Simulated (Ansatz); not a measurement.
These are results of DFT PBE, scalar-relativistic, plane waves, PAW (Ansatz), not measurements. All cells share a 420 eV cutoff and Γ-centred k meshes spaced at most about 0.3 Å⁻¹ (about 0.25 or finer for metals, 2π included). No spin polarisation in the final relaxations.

All energies are static (0 K, no zero-point motion). All come from trial cells, and lower structures may exist.

Question: Order these relaxed structures of GaO by energy, lowest first, with the energy over the lowest of them.
A.

```xyz
4
Lattice="3.4505 0.0000 0.0000 -1.7253 2.9882 0.0000 0.0000 0.0000 6.4230" Properties=species:S:1:pos:R:3 pbc="T T T"
Ga    0.0000    1.9922    1.6057
Ga    1.7253    0.9961    4.8172
O     0.0000    1.9922    4.8172
O     1.7253    0.9961    1.6057
```

B.

```xyz
2
Lattice="2.8336 0.0000 0.0000 0.0000 2.8336 0.0000 0.0000 0.0000 2.8336" Properties=species:S:1:pos:R:3 pbc="T T T"
Ga    1.4168    1.4168    1.4168
O     0.0000    0.0000    0.0000
```

C.

```xyz
2
Lattice="0.0000 2.4249 2.4249 2.4249 0.0000 2.4249 2.4249 2.4249 0.0000" Properties=species:S:1:pos:R:3 pbc="T T T"
Ga    0.0000    0.0000    0.0000
O     3.6373    3.6373    3.6373
```

D.

```xyz
2
Lattice="3.0469 0.0000 0.0000 -1.5235 2.6387 0.0000 0.0000 0.0000 2.9450" Properties=species:S:1:pos:R:3 pbc="T T T"
Ga    0.0000    0.0000    0.0000
O     1.5235    0.8796    1.4725
```

Answer: C (0 meV/atom), A (99 meV/atom), D (327 meV/atom), B (651 meV/atom). Forms: C zinc blende type, F-43m; A P6_3/mmc; D tungsten carbide type, P-6m2; B caesium chloride type, Pm-3m. Counting O atoms around Ga (those within 1.25 times the shortest such distance or 1.15 times the sum of covalent radii, 1.27 where that leaves under three; the shortest distance is added where it exceeds 1.18 times the sum of covalent radii): C has Ga 4; A has Ga 3; D has Ga 6 from 2.3 Å; B has Ga 8 from 2.5 Å.

No dispersion correction is applied, so the spacing and binding between layers, chains or molecules are poorly described (P6_3/mmc), and this can change margins and order among such cells. In F-43m, P-6m2, Pm-3m an odd number of electrons in the primitive cell allows no gap without spin; a larger cell or a magnetic state could open one. A magnetic state wasn't ruled out in cells without spin, among them P-6m2. Cells relaxed within their symmetry can be saddle points. Some types were kept out of the candidates beforehand, so the set may lack a known form.
